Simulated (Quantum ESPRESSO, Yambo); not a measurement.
MgO (rock salt, space group Fm-3m, No. 225) under isotropic strain (on all lattice vectors), counted from the cell relaxed with PBEsol, atoms relaxed at each step. norm-conserving PBEsol (Quantum ESPRESSO, 84 Ry, scalar-relativistic); G0W0 in Yambo (6×6×6 Γ-centred k mesh, bands 2 to 71 and a 14 Ry block in the screening, 71 bands in G with the Bruneval-Gonze terminator, plasmon pole fitted at 27.2 eV).

```csv
strain (%),PBEsol gap (eV),kind,G0W0 direct gap (eV)
-3,5.60,direct,8.35 at Γ
-1.5,5.11,direct,7.77 at Γ
-0.7,4.87,direct,7.47 at Γ
0,4.66,direct,7.21 at Γ
+1,4.38,direct,6.86 at Γ
+2,[?],direct,[?]
```

**Question.** Estimate the withheld gaps from the other strains; the computed values follow.

**Answer.** 
- +2, PBEsol gap (eV): 4.10
- +2, G0W0 direct gap (eV): 6.50 at Γ

GW, BSE and RPA settings are held fixed; their convergence isn't established. Strains are linear.
